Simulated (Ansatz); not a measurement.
HfN:
```xyz
2
Lattice="0.0000 2.2509 2.2509 2.2509 0.0000 2.2509 2.2509 2.2509 0.0000" Properties=species:S:1:pos:R:3 pbc="T T T"
Hf     0.0000     0.0000     0.0000
N      2.2509     2.2509     2.2509
```

Relaxed with PBEsol. Special points in fractions of this cell's reciprocal vectors: Γ (0.000, 0.000, 0.000); X (0.500, 0.000, 0.500); U (0.625, 0.250, 0.625); K (0.375, 0.375, 0.750); L (0.500, 0.500, 0.500); W (0.500, 0.250, 0.750).

List the band energies nearest the Fermi level at these points for plane-wave PAW PBEsol (Ansatz code).

In eV from the Fermi level; about four levels below and three above (degenerate sets whole), none deeper than 8.9 eV; … stands for higher levels left out; points with the same levels are listed once.

| k | below | above |
|---|---|---|
| Γ | -2.90 -2.90 -2.90 -0.39 -0.39 -0.39 | 1.88 … |
| X | -5.41 -3.90 -3.60 -3.60 | 4.13 5.61 5.61 |
| U | -6.36 -5.54 -4.95 -0.85 | 3.93 4.51 6.13 |
| L | -6.25 -6.25 | 3.31 3.74 3.74 |
| W | -6.16 -5.49 -5.49 | 1.15 1.15 5.63 |

Space group Fm-3m (rock salt). Symmetry was held in the PBEsol relaxation; of distortions, only those at the zone centre were tested. No spin polarisation was allowed. With an odd number of electrons in the cell and no spin polarisation, the count alone makes it a metal. Spin–orbit coupling is left out wherever it is not named.

Potentials: the earlier of the program's two PAW sets.
